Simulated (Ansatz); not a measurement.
Starting cell, ZnS (wurtzite):

```
CELL_PARAMETERS angstrom
      3.84511     0.00000     0.00000
     -1.92255     3.32996     0.00000
      0.00000     0.00000     6.30566
ATOMIC_POSITIONS crystal
  Zn 0.66667 0.33333 0.99985
  Zn 0.33333 0.66667 0.49985
  S  0.66667 0.33333 0.62535
  S  0.33333 0.66667 0.12535
```

The atoms are displaced by Q × the pattern below (from a DFPT mode at Γ, largest move 1; Q in Å), at fixed cell. It is one choice among 2 degenerate patterns.

```
atom      x       y      z
----  -----  ------  -----
Zn1   0.000  -0.396  0.000
Zn2   0.000   0.396  0.000
S3    0.000  -1.000  0.000
S4    0.000   1.000  0.000
```

Level of theory: PBE (plane waves to 420 eV, PAW, scalar-relativistic; Ansatz, a quantum-chemistry and plane-wave program). k mesh 10×10×5 (Γ-centred), Fermi-Dirac smearing 0.05 eV. ZnS was relaxed with its symmetry unable to fall. 

```
Q (Å)   −dE/dQ from forces (eV/Å)
------  -------------------------
-0.100                      1.770
-0.083                      1.533
-0.067                      1.275
-0.050                      0.994
-0.033                      0.689
-0.017                      0.358
0.000                       0.000
0.017                      -0.387
0.033                      -0.804
0.050                      -1.255
0.067                      -1.741
0.083                      -2.265
0.100                      -2.830
```

**Question.** What harmonic wavenumber does the curvature at Q = 0 give?

**Answer.** 268 cm⁻¹. E″ = 22.32 eV/Å², M = Σ mᵢ|uᵢ|² = 84.6 u, ν̃ = 521.5·√(|E″|/M).

(A displaced cell: forces are minus the slopes of the energy, force constants its curvatures, and phonons follow from these.)
